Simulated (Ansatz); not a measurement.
A generator proposed this cell of Ga2O.

```cif
data_structure
_symmetry_space_group_name_H-M 'Fmmm'
_symmetry_Int_Tables_number 69
_cell_length_a 2.8444
_cell_length_b 4.7398
_cell_length_c 14.4358
_cell_angle_alpha 90.000
_cell_angle_beta 90.000
_cell_angle_gamma 90.000
_cell_volume 194.62
loop_
_atom_site_label
_atom_site_type_symbol
_atom_site_symmetry_multiplicity
_atom_site_Wyckoff_symbol
_atom_site_fract_x
_atom_site_fract_y
_atom_site_fract_z
_atom_site_occupancy
Ga1 Ga 8 i 0.00000 0.00000 0.33506 1
O1 O 4 a 0.00000 0.00000 0.00000 1
```

The calculation used DFT PBE, scalar-relativistic, plane waves, PAW (Ansatz). Cutoff 420 eV; k points 8×8×8 on the computed 3-atom cell (Γ-centred); Gaussian smearing, width 0.10 eV; collinear spin from starting moments 0.0 0.0 1.0 μB.

Formation energies are uncorrected and refer to the elements' standard structures at the same level (O₂ as a molecule).

Task: Estimate its pressure, forces and energy as it stands.

Result: The pressure is -3.2 GPa (the mean over three directions, positive in compression), the largest force is 1.84 eV/Å, and the energy is +0.42 eV/atom against the elements. The shortest distance is 2.76 Å.

Task: How much does it gain on relaxing, and where does it end?

Result: Relaxing gains about 1.0 eV/atom (the start's value is from the coarse mesh, so the gain is rough) in 18 ionic steps and ends at −0.61 eV/atom on the finer mesh. The symmetry stays Fmmm (No. 69). The volume per atom grows by 4.3 %, from 16.2 to 16.9 Å³. The shortest distance goes from 2.76 Å (Ga–Ga and O–O) to 2.10 Å (Ga–O). Conventional cell: a = 2.878 Å, b = 5.440 Å, c = 12.963 Å. Ga has 2 O at 2.10 Å; O is surrounded by 4 Ga at 2.10 Å.

The last run used an 18×18×18 mesh for its 3-atom cell and Gaussian smearing of 0.10 eV. No dispersion correction is applied, so the spacing and binding between layers, chains or molecules are poorly described. The cell is a metal run without spin; a magnetic state may lie lower. The relaxation can't lower the symmetry of the start. A structure relaxed within its symmetry needn't be a true minimum.
